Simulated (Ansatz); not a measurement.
All numbers below come from Ansatz, DFT PBE, scalar-relativistic, plane waves, PAW. Settings: cutoff 420 eV, Γ-centred meshes spaced at most about 0.3 Å⁻¹, and about 0.25 Å⁻¹ or finer for metals (2π included), Gaussian smearing. No spin polarisation in the final relaxations.

All energies are static (0 K, no zero-point motion).

Two relaxed structures of Sn2Te3Se:

A.

```xyz
6
Lattice="5.6651 0.0000 0.0000 -2.8326 4.9061 0.0000 0.0000 0.0000 6.3309" Properties=species:S:1:pos:R:3 pbc="T T T"
Sn    0.0000    3.2708    3.1654
Sn    2.8326    1.6354    3.1654
Te    0.0000    3.2708    0.0000
Te    2.8326    1.6354    0.0000
Te    0.0000    0.0000    3.1654
Se    0.0000    0.0000    0.0000
```

B.

```xyz
6
Lattice="3.9692 2.2916 3.6563 -3.9692 2.2916 3.6563 0.0000 -4.5832 3.6563" Properties=species:S:1:pos:R:3 pbc="T T T"
Sn    0.0000    0.0000    7.1351
Sn    0.0000    0.0000    3.8337
Te   -1.9846    1.1458    1.8281
Te    1.9846    1.1458    1.8281
Te    0.0000   -2.2916    1.8281
Se    0.0000    0.0000    0.0000
```

Problem. Which form is favoured at zero pressure, and by what margin per atom?

Solution. They are level within the accuracy (under 1 meV/atom apart). A has space group P6/mmm (No. 191), 29.3 Å³/atom and no gap on its mesh; B has space group R-3m (No. 166), 33.3 Å³/atom and no gap. Counting Sn or Te atoms around Se (for each partner element, those within 1.25 times its shortest distance or 1.15 times the sum of covalent radii, where it is the nearest in units of that sum or under 1.3; the shortest distance is added where it exceeds 1.18 times the sum of covalent radii), A has Se 8 from 3.2 Å and B has Se 6. Even the lower one lies +0.10 eV/atom against the reference forms of the elements (uncorrected), so neither is stable at this level. In A, Sn is surrounded by 5 Te at 3.17–3.27 Å and 3 Sn at 3.27 Å; Te on a site of symmetry -6m2 is surrounded by 2 Sn at 3.17 Å, 3 Se at 3.27 Å and 3 Te at 3.27 Å; around Se lie 8 Te at 3.17–3.27 Å; 1 more site not described. In B, around Sn lie 3 Te at 3.05 Å and 1 Sn at 3.30 Å; Te has 2 Se at 2.93 Å and 2 Sn at 3.05 Å; around Se lie 6 Te at 2.93 Å. Both come from invented guesses. A third cell relaxed alike, in P-3m1, lies 177 meV/atom below the lower of the two.

For metals, differences of a few meV/atom aren't resolved. These runs have no spin–orbit coupling, which can matter for Te. Cells relaxed within their symmetry can be saddle points.
